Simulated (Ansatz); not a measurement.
Input and command of a calculation in Ansatz (plane waves; scalar-relativistic PAW potentials unless the input names others):

```yaml
crystal:
  lattice:
    - [0.0, 3.3926784918, 5.6977492898]
    - [3.201896035, 0.0, 5.6977492898]
    - [3.201896035, 3.3926784918, 0.0]
  atoms:
    - { symbol: Si, position: [-0.0020552639, -0.0020552639, 1.0020552639] }
    - { symbol: Si, position: [0.5786030023, 0.1855809738, 0.8144190262] }
    - { symbol: Si, position: [0.1855809738, 0.5786030023, 0.4213969977] }
    - { symbol: Br, position: [0.8777984621, 0.3956648408, 0.1222015379] }
    - { symbol: Br, position: [0.3956648408, 0.8777984621, 0.6043351592] }
basis:
  ecutwfc: "400 K"
kpoints:
  mp_grid: { grid: [10, 10, 10] }
hamiltonian:
  xc: pbe
scf:
  occupations: { method: gaussian, width: 0.1 }
  max_iter: 75
output:
  forces: true
  eigenvalues: true
  stress: true
```

```bash
ansatz run input.yaml --threads 1 --pin off --max-ram 2560MiB --backend cpu --events-out ev --progress --plain --runs-dir out
```

Q: What is wrong with this input?

A: The program refuses it, because of a cutoff in the wrong unit (basis.ecutwfc: 420 → "400 K"). With the sound run's settings it is accepted.

Abridged log:
```
Error: inconsistent input (basis.ecutwfc, kpoints): the smallest per-k basis holds n_pw = 0 plane waves (k-point 1, counted from 0 among those solved) but the deck needs at least 14 band(s) per channel, and no run solves more bands than the smallest per-k basis has plane waves; raise basis.ecutwfc until the smallest per-k basis, which caps the automatic band count, holds at least 14 plane waves
```